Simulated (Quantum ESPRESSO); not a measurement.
**Band energies of CsBH$_{4}$**

```xyz
6
Lattice="0.0000 3.6660 3.6660 3.6660 0.0000 3.6660 3.6660 3.6660 0.0000" Properties=species:S:1:pos:R:3 pbc="T T T"
H      4.3744     2.9576     4.3744
H      4.3744     4.3744     2.9576
H      2.9576     2.9576     2.9576
H      2.9576     4.3744     4.3744
B      3.6660     3.6660     3.6660
Cs     0.0000     0.0000     0.0000
```

PBEsol (Quantum ESPRESSO, PseudoDojo norm-conserving, 76 Ry, without SOC); path ΓXWKΓLUWLK,UX; energies in eV from the valence-band maximum.

```
k (1/Å)  point  band 4  band 5  band 6  band 7  band 8  band 9  band 10  band 11
-------  -----  ------  ------  ------  ------  ------  ------  -------  -------
0.00         Γ   -5.32   -5.32   -0.03   -0.03   -0.03    5.94     6.89     6.89
0.21             -5.34   -4.94   -0.24   -0.03   -0.03    6.24     6.52     7.23
0.43             -5.39   -4.75   -0.49   -0.03   -0.03    5.97     6.87     8.19
0.64             -5.44   -4.98   -0.41   -0.01   -0.01    5.64     7.60     8.89
0.86         X   -5.45   -5.26   -0.28    0.00    0.00    5.56     8.13     9.10
1.07             -5.48   -4.91   -0.30   -0.17    0.00    5.90     8.20     8.44
1.29         W   -5.53   -4.70   -0.34   -0.32    0.00    6.73     6.99     8.93
1.29         K   -5.41   -4.75   -0.40   -0.13   -0.12    6.22     7.89     8.86
1.47             -5.36   -4.53   -0.58   -0.23   -0.11    6.99     7.26     8.35
1.83             -5.31   -4.67   -0.42   -0.19   -0.05    6.59     6.77     7.21
2.01             -5.32   -5.00   -0.16   -0.08   -0.03    6.17     6.76     6.96
2.19         Γ   -5.32   -5.32   -0.03   -0.03   -0.03    5.94     6.89     6.89
2.57             -5.33   -4.64   -0.42   -0.16   -0.16    6.68     6.91     7.43
2.75             -5.33   -4.38   -0.68   -0.24   -0.24    6.97     7.43     8.11
2.94         L   -5.33   -4.28   -0.79   -0.28   -0.28    7.25     7.51     8.75
3.11             -5.35   -4.37   -0.71   -0.25   -0.24    7.13     7.41     8.69
3.46         U   -5.41   -4.75   -0.40   -0.13   -0.12    6.22     7.89     8.86
3.46         W   -5.53   -4.70   -0.34   -0.32    0.00    6.73     6.99     8.93
3.61             -5.47   -4.64   -0.45   -0.26   -0.05    6.80     7.05     8.96
3.92             -5.35   -4.35   -0.73   -0.26   -0.24    7.18     7.41     8.71
4.07         L   -5.33   -4.28   -0.79   -0.28   -0.28    7.25     7.51     8.75
4.17             -5.34   -4.31   -0.76   -0.27   -0.26    7.21     7.46     8.71
4.28             -5.35   -4.40   -0.68   -0.24   -0.22    7.06     7.41     8.68
4.49             -5.39   -4.64   -0.48   -0.17   -0.14    6.49     7.64     8.88
4.59         K   -5.41   -4.75   -0.40   -0.13   -0.12    6.22     7.89     8.86
4.59         U   -5.41   -4.75   -0.40   -0.13   -0.12    6.22     7.89     8.86
4.89         X   -5.45   -5.26   -0.28    0.00    0.00    5.56     8.13     9.10
```

The PBEsol gap is direct, 5.56 eV at X.

Geometry of the Materials Project entry, not relaxed at this level.

The structure is a Materials Project entry; no match was found in the copy of COD used, and its stability was not checked.
